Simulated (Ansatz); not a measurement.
The elements of this relaxed trial crystal are hidden behind letters.

```
lattice vectors (Å)
   4.6387    0.0000    0.0000
   0.0000    4.6387    0.0000
   0.0000    0.0000    7.0481
fractional positions
X 0.0000 0.0000 0.0000
Z 0.5000 0.5000 0.5000
Q 0.5000 0.0000 0.7742
Q 0.0000 0.5000 0.2258
Q 0.5000 0.0000 0.2258
Q 0.0000 0.5000 0.7742
```

Method: DFT PBE, scalar-relativistic, plane waves, PAW in Ansatz 0.2.0. The final run on the 6-atom cell used 420 eV, a Γ-centred 8×8×6 mesh, 0.10 eV smearing and no spin polarisation.

```
Space group                              : P4/mmm (No. 123)
Conventional cell                        : a = 4.639 Å, c = 7.048 Å
Volume per atom                          : 25.28 Å³
Density                                  : 6.71 g/cm³
Formation energy                         : −0.54 eV/atom
Gap on the 8×8×6 mesh of the 6-atom cell : 0 eV (a metal)
```

Energies are uncorrected and count from the elements' standard states at the same level.

Q: X is a d-block element of period 6, Z is a p-block element of period 5 and Q is a p-block element of period 4. Which elements are they?

A: X = Hf, Z = Sn, Q = Se, so the formula is HfSnSe4. Density times volume gives a mean mass of 6.71 × 25.28/1.6605 = 102.2 u per atom, and this set has 102.2 u. Hf is surrounded by 8 Se at 2.81 Å; around Sn lie 8 Se at 3.02 Å; around Se lie 2 Hf at 2.81 Å, 2 Sn at 3.02 Å and 5 Se at 3.18–3.28 Å. Other sets within the hints have nearly the same mass, so mass alone doesn't settle it; this one was computed.

These runs have no spin–orbit coupling, which can matter for Hf. A structure relaxed within its symmetry needn't be a true minimum. Another cell of HfSnSe4 relaxed alike, in P-3m1, lies 0.30 eV/atom lower, so this cell isn't the stable form at this level.
